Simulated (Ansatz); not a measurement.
Ge2Rh in space group Fddd (No. 70; Ge on 16f, Rh on 8a) under volume change, DFT-PBE in the program Ansatz with PAW potentials, shape and atoms relaxed at each volume.

| V (Å³/atom) | E − E(relaxed) (meV/atom) | P (GPa) |
|---|---|---|
| 14.465 | (withheld) | (withheld) |
| 14.942 | 24.9 | 8.89 |
| 15.419 | (withheld) | (withheld) |
| 15.896 | 0.0 | 0.00 |
| 16.373 | 5.2 | -3.36 |
| 16.850 | 19.5 | -6.15 |
| 17.327 | 41.3 | -8.46 |

Fill in the missing entries.


- 15.419, E − E(relaxed) (meV/atom): 5.8
- 15.419, P (GPa): 4.04
- 14.465, E − E(relaxed) (meV/atom): 59.7
- 14.465, P (GPa): 14.71

What does a third-order Birch–Murnaghan fit give for V₀, B₀ and B′?

V₀ = 15.90 Å³/atom, B₀ = 122 GPa, B′ = 5.1.

A made-up cell: these elements were put on the sites of a structure type; neither database checked (COD, Materials Project) lists it. Whether it is the stable phase at ambient conditions was not checked. The cell was relaxed with PBE under the symmetry of its start; whether a distortion lowers the energy is not shown. No spin polarisation was allowed.

Potentials: the later of the program's two PAW sets.
